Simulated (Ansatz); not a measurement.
## Review of an SCF result for SrVO3

SrVO3 is taken as a test cell of our own (not relaxed), 5 atoms in the cell.

These are results of DFT, PBE+U, norm-conserving potentials, plane waves, scalar-relativistic in Ansatz development build ahead of 0.2.0, not measurements.

```yaml
crystal:
  lattice:
    - [3.7538, 0, 0]
    - [0, 3.7538, 0]
    - [0, 0, 3.7538]
  atoms:
    - { symbol: Sr, position: [0, 0, 0] }
    - { symbol: V, position: [0.5, 0.5, 0.5], spin: 1.0 }
    - { symbol: O, position: [0.5, 0.5, 0] }
    - { symbol: O, position: [0.5, 0, 0.5] }
    - { symbol: O, position: [0, 0.5, 0.5] }
kpoints:
  mp_grid: { grid: [6, 6, 6], shift: [0, 0, 0] }
hamiltonian:
  xc: pbe
  pseudopotentials: { kind: nc }
  hubbard:
    occupation_matrices:
      up:
        matrix:
          - [0.3, 0, 0, 0, 0]
          - [0, 0.2, 0, 0, 0]
          - [0, 0, 0.2, 0, 0]
          - [0, 0, 0, 0.3, 0]
          - [0, 0, 0, 0, 0.9]
      dn:
        matrix:
          - [0.25, 0, 0, 0, 0]
          - [0, 0.1, 0, 0, 0]
          - [0, 0, 0.1, 0, 0]
          - [0, 0, 0, 0.25, 0]
          - [0, 0, 0, 0, 0.1]
    sites:
      - { site: 1, l: d, u_eff: 3.25, starting_ns: [{ spin: up, occupation_matrix: up }, { spin: down, occupation_matrix: dn }] }
magnetization:
  spin_polarized: true
scf:
  occupations: { method: gaussian, width: 0.1 }
```

Settings in force: cutoff 1240 eV, smearing width 0.1 eV; occupation matrices typed (V2 up diagonal 0.3 0.2 0.2 0.3 0.9, V2 down diagonal 0.25 0.1 0.1 0.25 0.1), default search for lower states.

The run converged after 18 iterations in all: spin-polarised, site moments V2 0.87 μB, total 1.00 μB per cell.

The mesh is too coarse to rank close states of a metal with certainty: differences of some tens of meV/atom may change, at times in sign.

A static U favours moments and orbital order; the result depends on U and need not be the measured state. With one magnetic atom in the cell its copies can only be parallel; orders in a larger cell may lie lower.

Site moments are taken inside atomic spheres and don't add up to the total.

Eigenvalues of the Hubbard occupation matrices: V2 up 0.32 0.33 0.48 0.48 0.67, down 0.15 0.16 0.16 0.30 0.30.

Task: The run converged. Is this the lowest state of the cell, and if not, what lies lower and how is it reached?

Result: No, on this mesh. A state 1.6 meV/atom (0.008 eV per cell) lower exists in this cell: spin-polarised, site moments V2 0.86 μB, total 1.00 μB per cell (the moments match this run's; the Hubbard occupation eigenvalues here are V2 up 0.32 0.33 0.48 0.48 0.67, down 0.15 0.16 0.16 0.30 0.30, against V2 up 0.32 0.32 0.41 0.48 0.73, down 0.15 0.16 0.17 0.30 0.30). It was reached from: standard search for lower states [V2 1.00 μB]. States within about 5 meV/atom are too close for this mesh, smearing and search to settle their order. Only collinear orders within this cell were tried; the true ground state may need a larger cell. No run without spin polarisation was made.
